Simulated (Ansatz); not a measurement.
**How the vibrations of Ti$_{2}$Co change with volume**

These are results of DFT LDA, scalar-relativistic, plane waves, PAW in Ansatz 0.2.0, not measurements. Settings: 420 eV plane-wave cutoff, Γ-centred 10×10×10 mesh, Gaussian smearing of 0.20 eV. Collinear spin, site moments 0.0, 0.0, 0.0, 0.0, 0.5, 0.5 μB. Phonons by linear response, acoustic sum rule imposed.

The cell, relaxed at this level:
```yaml
crystal:
  lattice:
    - [0.00000, 3.43425, 3.43425]
    - [3.43425, 0.00000, 3.43425]
    - [3.43425, 3.43425, 0.00000]
  atoms:
    - { symbol: Ti, position: [0.12500, 0.12500, 0.12500] }
    - { symbol: Ti, position: [0.62500, 0.12500, 0.12500] }
    - { symbol: Ti, position: [0.12500, 0.12500, 0.62500] }
    - { symbol: Ti, position: [0.12500, 0.62500, 0.12500] }
    - { symbol: Co, position: [0.50000, 0.50000, 0.50000] }
    - { symbol: Co, position: [0.75000, 0.75000, 0.75000] }
```

In a metal, frequencies depend on the k mesh and the smearing, soft modes most.

Cells at 0.98 and 1.02 times the equilibrium volume were relaxed in shape and atoms; γ = −d ln ν / d ln V, modes matched by rank.

Q: Give the optical frequencies at Γ (cm⁻¹) at the three volumes and the mode Grüneisen parameters.

A:
```tsv
0.98 V	V	1.02 V	γ	degeneracy
153i	151i	149i	–	3
118i	120i	121i	–	2
137	127	118	3.70	3
154	146	137	2.97	3
246	246	245	0.13	3
481	468	456	1.36	1
```

i marks imaginary modes: the cell is unstable against these displacements at all three volumes, and γ isn't given for them.

Q: What pressures hold the two strained cells, and what bulk modulus follows?

A: 2.82 GPa at 0.98 V and -2.53 GPa at 1.02 V, so B = −dP/d ln V ≈ 134 GPa.